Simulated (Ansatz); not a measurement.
Cd2TeSe:
```
CELL_PARAMETERS angstrom
      4.45311     0.00000     0.00000
      0.00000     4.45311     0.00000
      0.00000     0.00000     6.26337
ATOMIC_POSITIONS crystal
  Cd 0.50000 0.00000 0.76758
  Cd 0.00000 0.50000 0.23242
  Te 0.00000 0.00000 0.50000
  Se 0.50000 0.50000 0.00000
```

PBEsol (plane waves, PAW; program Ansatz) gives a gap of 0.40 eV without spin–orbit coupling, maximum at Γ, minimum at Γ.

What happens when spin–orbit coupling is switched on?

The gap falls by 0.22 eV, to 0.18 eV; maximum at Γ, minimum at Γ.

Give the electron effective mass with spin–orbit coupling.

0.028, 0.028, 0.033 mₑ (principal values).

Give the hole effective mass with spin–orbit coupling.

0.038, 0.038, 0.59 mₑ (principal values).

Space group P-4m2. The workflow started from a Materials Project entry (that database holds measured and hypothetical structures alike); the Crystallography Open Database copy checked does not list it. Its standing as an ambient phase is unchecked. The PBEsol relaxation kept the symmetry of its start; of distortions, only those at the zone centre were tested.

Potentials: the later of the program's two PAW sets.
